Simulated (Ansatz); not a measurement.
Y3SiS2:
```
Y3SiS2
1.0
   -2.00347     2.81942     6.00443
    2.00347    -2.81942     6.00443
    2.00347     2.81942    -6.00443
Y Si S
3 1 2
Cartesian
  0.00000   2.81942   4.03187
  2.00347   0.00000   1.97256
  0.00000   2.81942   0.00000
  0.00000   0.00000   0.00000
  0.00000   0.00000   8.01395
  0.00000   0.00000   3.99491
```

Relaxed with r²SCAN. Special points in fractions of this cell's reciprocal vectors: Γ (0.000, 0.000, 0.000); X (0.500, 0.500, -0.500); F2 (0.278, 0.722, -0.278); Σ0 (-0.278, 0.278, 0.278); Y0 (0.305, -0.305, 0.305); U0 (0.695, 0.305, -0.305); R (0.000, 0.500, 0.000); W (0.250, 0.250, 0.250); S (0.500, 0.000, 0.000); T (0.000, 0.000, 0.500).

Task: List the band energies nearest the Fermi level at these points for DFT-r²SCAN in the program Ansatz with PAW potentials.

Result: In eV from the Fermi level; about four levels below and three above (degenerate sets whole), none deeper than 8.9 eV; points with the same levels are listed once.

| k | below | above |
|---|---|---|
| Γ | -4.10 -1.40 -1.04 -0.28 | 0.55 0.56 0.59 |
| X | -1.83 -1.59 -1.45 -0.81 | 1.01 1.33 1.33 |
| F2 | -1.57 -1.35 -1.08 -0.51 | 2.42 2.47 2.53 |
| Y0 | -2.56 -1.86 -1.05 -0.93 | 1.65 1.65 2.01 |
| R | -2.33 -1.48 -1.45 -1.41 | 0.34 1.40 2.42 |
| W | -5.03 -5.03 -2.79 -2.38 -2.20 | 1.71 1.72 2.25 |
| S | -4.31 -2.79 -2.14 -1.11 | 0.11 0.31 2.39 |
| T | -4.91 -2.88 -2.28 -2.20 | 1.69 1.74 2.13 |

Space group Immm. The workflow started from a Materials Project entry (that database holds measured and hypothetical structures alike); the Crystallography Open Database copy checked does not list it. Whether it is the stable phase at ambient conditions was not checked. The r²SCAN relaxation kept the symmetry of its start; its stability against distortions is not shown here. No spin polarisation was allowed. With an odd number of electrons in the cell and no spin polarisation, the count alone makes it a metal. Scalar-relativistic: spin–orbit coupling is off unless named, which matters more the heavier the elements.

Potentials: the earlier of the program's two PAW sets.
